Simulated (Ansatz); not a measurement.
TiSe$_{2}$:
```yaml
crystal:
  lattice:
    - [3.48229, 0.00000, 0.00000]
    - [-1.74114, 3.01575, 0.00000]
    - [0.00000, 0.00000, 5.86341]
  atoms:
    - { symbol: Se, position: [0.33333, 0.66667, 0.26483] }
    - { symbol: Se, position: [0.66667, 0.33333, 0.73517] }
    - { symbol: Ti, position: [0.00000, 0.00000, 0.00000] }
```

Relaxed with PBE+D3(BJ). Special points in fractions of this cell's reciprocal vectors: Γ (0.000, 0.000, 0.000); M (0.500, 0.000, 0.000); K (0.333, 0.333, 0.000); A (0.000, 0.000, 0.500); L (0.500, 0.000, 0.500); H (0.333, 0.333, 0.500).

**Question.** List the band energies nearest the Fermi level at these points for PBE+D3(BJ) (plane waves, PAW; program Ansatz).

**Answer.** In eV from the Fermi level; about four levels below and three above (degenerate sets whole), none deeper than 8.9 eV; points with the same levels are listed once.

```csv
k,below,above
Γ,-5.68 -2.26 -2.26,0.35 0.51 0.51
M,-2.94 -2.88 -2.25 -1.43,0.04 1.47 1.89
K,-4.13 -4.13 -2.69 -2.69 -2.42,1.23 1.74 1.74
A,-3.74 -2.90 -2.18 -2.18,0.28 0.28 0.49 0.49
L,-2.56 -1.14 -0.86 -0.26,1.47 1.86 3.06
H,-3.84 -3.41 -2.12 -2.12,1.24 1.26 1.26
```

Space group P-3m1 (CdI2 type). The PBE+D3(BJ) relaxation kept the symmetry of its start; of distortions, only those at the zone centre were tested. No spin polarisation was allowed. Scalar-relativistic: spin–orbit coupling is off unless named, which matters more the heavier the elements.

Potentials: the later of the program's two PAW sets.
